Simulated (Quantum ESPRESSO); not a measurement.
Mg2CaZnO4, a curve over strain

Simulated, not a measurement. The program is pw.x of Quantum ESPRESSO 7.5 (plane-wave density functional theory). The cell is made up: 8 atoms on a rocksalt lattice, with randomly drawn elements, strain and displacements, not relaxed. PseudoDojo standard norm-conserving files (v0.5 for PBE, v0.4.1 for LDA and PBEsol) set the functional; there is no spin polarisation, spin-orbit coupling or dispersion term, and the masses in the input are unused placeholders.

Seven runs add a strain to one cell (the same linear strain along x, y and z); the atoms follow the cell and are not relaxed. Stress in the table is positive in tension.

Input of the run at +0.0017:

```
&control calculation='scf', pseudo_dir='./dojo.nc.sr.pbe.v0_5.standard.upf', outdir='./o', disk_io='medium', tprnfor=.true., tstress=.true. /
&system ibrav=0, nat=8, ntyp=4, nbnd=43, ecutwfc=84.00895049, nosym=.true., tot_charge=0,
 occupations='smearing', smearing='fd', degauss=0.0018374661
/
&electrons conv_thr=7.350e-09, electron_maxstep=60, /
ATOMIC_SPECIES
Ca 1.0 Ca.upf
Mg 1.0 Mg.upf
O 1.0 O.upf
Zn 1.0 Zn.upf
CELL_PARAMETERS angstrom
4.5369 0.0156 -0.0544
0.0156 4.5796 0.0099
-0.0544 0.0099 4.6164
ATOMIC_POSITIONS angstrom
Mg 0.046 0.039 -0.0792
Ca -0.0125 2.3667 2.2201
Zn 2.2222 -0.0913 2.3521
Mg 2.3012 2.2543 -0.023
O 2.3126 0.0483 0.0168
O 2.2548 2.2306 2.2957
O 4.4948 0.0387 2.1386
O 4.532 2.2652 -0.0582
K_POINTS automatic
4 4 4 1 1 1
```

```
added strain  free energy less that of the input shown (eV)  stress xx (GPa)  stress yy (GPa)  stress zz (GPa)  stress xy (GPa)  pressure (GPa)  iterations
     -0.0209                                        -0.2179             0.73             1.52             2.41             0.55           -1.55          11
     -0.0148                                        -0.1896             3.11             3.82             4.57             0.54           -3.83          12
     -0.0127                                        -0.1746             3.88             4.56             5.27             0.54           -4.57          12
     +0.0017                                         0.0000             8.59             9.11             9.53             0.51           -9.07          12
     +0.0116                                         0.1856            11.29            11.70            11.96             0.49          -11.65          12
     +0.0223                                         0.4396            13.79            14.10            14.19             0.47          -14.03          12
     +0.0248                                         0.5061            14.31            14.60            14.66             0.47          -14.52          12
```

A cubic fit gives a slope of stress xx against the added strain of 301 GPa at zero added strain, with the atoms clamped. Across the table the free energy follows the integral of the stress to within 3.5 meV. A rerun of one of the cells at 1437 eV and a 6 x 6 x 6 mesh moved values by no more than 0.002 eV in energy, 0.04 GPa in stress and 0.002 eV/Å in force.